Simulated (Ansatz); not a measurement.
Calculated with Ansatz: AgBiSCl2, settings compared

Input:

```yaml
crystal:
  lattice:
    - [3.930951, 0.0, 0.0]
    - [1.965475, -6.786854, 0.0]
    - [0.0, 0.0, -8.735006]
  atoms:
    - { symbol: Cl, position: [0.34378, 0.31244, 0.43785] }
    - { symbol: Cl, position: [0.65622, 0.68756, 0.93785] }
    - { symbol: Cl, position: [0.65622, 0.68756, 0.56215] }
    - { symbol: Cl, position: [0.34378, 0.31244, 0.06215] }
    - { symbol: Bi, position: [0.29152, 0.41696, 0.75] }
    - { symbol: Bi, position: [0.70848, 0.58304, 0.25] }
    - { symbol: Ag, position: [0.0, 0.0, 0.5] }
    - { symbol: Ag, position: [0.0, 0.0, 0.0] }
    - { symbol: S, position: [0.91903, 0.16194, 0.75] }
    - { symbol: S, position: [0.08097, 0.83806, 0.25] }
  symmetry: { tolerance: 0.0003 }
kpoints:
  mp_grid: { grid: [5, 5, 2], shift: [0, 0, 0] }
magnetization:
  spin_polarized: false
scf:
  occupations: { method: cold, width: 0.0415 }
hamiltonian:
  pseudopotentials: { kind: paw }
  xc: lda
basis:
  ecutwfc: 420
output:
  forces: true
  stress: true
  eigenvalues: true
```

Launch command:

```bash
ansatz run input.yaml --threads 1 --pin off --max-ram 2560MiB --backend cpu --events-out ev --progress --plain --runs-dir out
```

Origin of the cell: a database entry, scaled a little.

Output of this run (shortened):

```
SCF iter   1: F=—  HF=-45009.298722 eV  Δρ=8.55e-3  dr2=1.91e-1  defer=8
SCF iter   2: F=—  HF=-45009.253679 eV  S|Δr|=    0.00e0  Δρ=3.37e-3  dr2=1.87e-2  defer=70
SCF iter   3: F=—  HF=-45009.248841 eV  S|Δr|=    0.00e0  Δρ=1.45e-3  dr2=3.54e-3  defer=16
SCF iter   4: F=—  HF=-45009.247929 eV  S|Δr|=    0.00e0  Δρ=2.95e-4  dr2=2.12e-4  defer=16
SCF iter   5: F=—  HF=-45009.247917 eV  S|Δr|=    0.00e0  Δρ=8.31e-5  dr2=1.94e-5  defer=16
SCF iter   6: F=—  HF=-45009.247791 eV  S|Δr|=    0.00e0  Δρ=2.93e-5  dr2=2.76e-6  defer=16
SCF iter   7: F=—  HF=-45009.247791 eV  S|Δr|=    0.00e0  Δρ=7.49e-6  dr2=2.05e-7  defer=16
SCF iter   8: F=-45009.247791 eV  HF=-45009.247791 eV  S|Δr|=    0.00e0  Δρ=2.05e-6  dr2=1.31e-8
SCF 1 converged in 8 iterations: F = -45009.247791 eV  dr2 = 1.31e-8
SCF converged after 8 iterations
Stability not checked: this state was not tested for a lower state beside it, because cold or Methfessel-Paxton smearing, or corrected tetrahedra, fill the levels in a way that the test cannot read (fill_not_monotonic; […]
Free energy (F): -45009.247791 eV
Harris-Foulkes:  -45009.247791 eV  (|F-HF|=1.46e-11)
Internal energy: -45009.247791 eV  (E = F + TS)
E sigma→0 (E₀):  -45009.247791 eV
Fermi energy:    8.056588 eV
--- Per-component energies (eV) ---
  E_band       = -1036.583117
  E_kinetic    = 2516.885223
  E_local      = -10983.774518  (includes V_loc(G=0)·N_el)
  E_nonlocal   = 1490.932431
  E_hartree    = 4385.335718
  E_xc         = -1282.748436
  E_vxc        = -1417.085748  (∫ρ·V_xc dr)
  E_paw        = -31887.845438  (= ΣΔE_a)
  E_vpaw       = -1414.214166  (= ΣTr[D̂ρ^β])
  E_aug_tail   = -0.000148  (compensation charges beyond the density's cutoff)
  E_ewald      = -9250.540830
  E_core_change = 2.508207  (= ΣΔE_core)
  E_smearing   = 0.000000  (= −TS)
  Σ components = -45009.247791   (vs F -45009.247791, Δ=0.00e0)
--- Forces (eV/Å), atoms counted from 1 ---
  atom   1  Cl     0.000000     0.030552    -0.044660
[… 4 lines left out …]
  atom   6  Bi     0.000000     0.521316     0.000000
  atom   7  Ag     0.000000     0.000000    -0.000000
  atom   8  Ag    -0.000000    -0.000000     0.000000
  atom   9  S      0.000000     0.603511     0.000000
  atom  10  S     -0.000000    -0.603511    -0.000000
  max |Σ_I F_I| component: 8.67e-19 eV/Å
--- Stress (GPa, compression-positive) ---
       -0.554947      -0.000000      -0.000000
       -0.000000      -1.329139      -0.000000
       -0.000000      -0.000000      -3.553647
  P = ⅓ Tr σ = -1.8126 GPa (-18.126 kbar)
```

The same input was run again with these changes:

1. `basis.xc_grid` default → 1; `scf.lower_state_search` default → "off"
2. `kpoints.mp_grid.shift` [0, 0, 0] → [0.5, 0.5, 0.5]; `scf.occupations.method` cold → fermi_dirac; `scf.occupations.width` 0.0415 → 0.15
3. `scf.mixing.algorithm` default → msr1; `scf.mixing.beta` default → 0.5; `scf.occupations.method` cold → fermi_dirac; `scf.occupations.width` 0.0415 → 0.3
4. `hamiltonian.hubbard` default → { sites: [{ species: Ag, l: d, u_eff: 8.0 }], double_counting: fll }; `basis.ecutwfc` 420 → "300 eV"; `scf.occupations.method` cold → methfessel_paxton; `scf.occupations.width` 0.0415 → 0.025

```tsv
run	end	SCF iterations	P (GPa)	max force component (eV/Å)	moment (μB)	ΔE(σ→0) (meV/atom)
base	converged	8	-1.81	0.604	–	0
1	converged	8	-1.81	0.604	–	0.00
2	converged	8	-1.87	0.613	–	-3.55
3	converged	8	-1.72	0.611	–	5.92
4	converged	9	-0.89	0.392	–	–
```

Energies are compared only where functional, datasets, charge and starting cell are the same.

Not properties of the system: run 3 (too coarse or loose: `scf.occupations.width` = 0.3), run 4 (too coarse or loose: `basis.ecutwfc` = "300 eV").

Caveats of the base run: no spin-orbit coupling, though heavy elements are present.

Run 2: the k mesh keeps only part of the crystal's symmetry.
Run 3: the k mesh is coarse if the cell is a metal; wide smearing.
Run 4: the cutoff lies below the datasets' advice.

The base run took 15 s on 1 thread of Arm Neoverse V1 (shared host), peak memory 0.54 GiB, from the program's own first density.
